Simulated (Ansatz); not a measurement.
ZnSe (zinc blende)

```
CELL_PARAMETERS angstrom
      0.00000     2.83304     2.83304
      2.83304     0.00000     2.83304
      2.83304     2.83304     0.00000
ATOMIC_POSITIONS crystal
  Se 0.75000 0.75000 0.75000
  Zn 0.00000 0.00000 0.00000
```

Equation-of-state scan: isotropic scaling of the cell above, V₀ being its volume. Symmetry pins the atoms to their sites.

All values below come from r2SCAN (plane waves to 500 eV, PAW, scalar-relativistic; Ansatz, an electronic-structure program). k mesh 10×10×10 (Γ-centred), Fermi-Dirac smearing 0.05 eV. Energies are smeared free energies. The PAW data are Ansatz's earlier set. ZnSe was relaxed with its symmetry unable to fall. The zero of ΔE is the relaxed starting cell.

Problem. Predict the ΔE (meV/atom) at V/V₀ = 0.900, 0.925, 0.950, 0.975, 1.025, 1.050, 1.075, 1.100.

Solution. 
```
V/V₀   ΔE (meV/atom)
-----  -------------
0.900           55.8
0.925           29.9
0.950           12.7
0.975            3.0
1.025            2.8
1.050           10.6
1.075           22.9
1.100           39.0
```

(Under strain, the slope of the energy per volume gives the stress and its curvature an elastic modulus.)
